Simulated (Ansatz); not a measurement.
A trial cell of CsSnI3 was relaxed with PBE (plane waves to 420 eV, PAW, scalar-relativistic; Ansatz, a program for electronic structure).

Before: Cmmm (No. 65), oS10; a = 5.9932 Å, b = 8.5630 Å, c = 10.8232 Å, α = 90.00°, β = 90.00°, γ = 90.00°.

After relaxation:

Simulated powder pattern, Ag Kα, λ = 0.560885 Å (kinematic, ideal powder, no thermal factors, no anomalous dispersion; the 24 strongest lines at most, above 1 %, up to 2θ = 30°):

```
2θ (°)  I/Imax (%)
------  ----------
5.34            42
6.76            11
8.01            28
8.62            26
9.56           100
10.49           54
10.96           31
12.49           37
12.65           24
13.54           41
14.56           15
15.75           20
16.06           11
16.07           10
17.16           29
18.57           17
18.72           30
19.19           16
20.83          9.0
21.06           21
21.49           23
22.96           14
25.12           12
26.94           20
```

Question: Identify the relaxed structure from its pattern: crystal system, space group and cell.

Answer: Tetragonal, P4/mmm (No. 123), tP5; a = b = 4.758 Å, c = 12.049 Å, α = β = γ = 90.00°. Sites: Cs 1d (0.500, 0.500, 0.500); I 2h (0.500, 0.500, 0.152); I 1b (0.000, 0.000, 0.500); Sn 1a (0.000, 0.000, 0.000).

Question: Index the strongest lines.

Answer: 5.34° (002), 9.56° (110), 10.49° (103), 12.49° (113), 13.54° (200).

No spin polarisation in the result.

The run could not lower the symmetry of its start; a shaken copy of this end point relaxes with PBE to P1 (No. 1) at a tolerance of 0.01 Å, P2₁ (No. 4) at 0.1 Å, 0.47 eV/atom lower.

The relaxed structure here is a generated cell of CsSnI3: the first start was made by a random draw of sites in a space group, and the end was not matched to a known phase here, so it may be hypothetical. Known forms of CsSnI3 include space group No. 62, 221.
